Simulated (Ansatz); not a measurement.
Here is the system:

SnC:
Space group F-43m (No. 216); a = b = c = 5.087 Å, α = β = γ = 90.00°

```csv
atom,site,symmetry,x,y,z
Sn,4a,-43m,0.0000,0.0000,0.0000
C,4d,-43m,0.7500,0.7500,0.7500
```
(The calculation used a cell of 2 atoms; values per cell refer to that cell.)

This is the PBE-relaxed structure.

Task: All from DFT-PBE in the program Ansatz with PAW potentials, unless another level is named. Estimate the gap with spin–orbit coupling.

Result: 0.61 eV.

Task: Predict the electron effective mass.

Result: 0.062 mₑ (isotropic).

Task: Predict the electron effective mass with spin–orbit coupling.

Result: 0.063 mₑ (isotropic).

Task: Give the valence-band maximum.

Result: at Γ.

The start of the workflow was typed in or built on a structure type; neither database checked (COD, Materials Project) lists it. Whether it is the stable phase at ambient conditions was not checked. Symmetry was held in the PBE relaxation; whether a distortion lowers the energy is not shown. Its formation energy is positive at this level, so the cell may be metastable or incomplete. Spin–orbit coupling is left out wherever it is not named.

Potentials: the later of the program's two PAW sets.
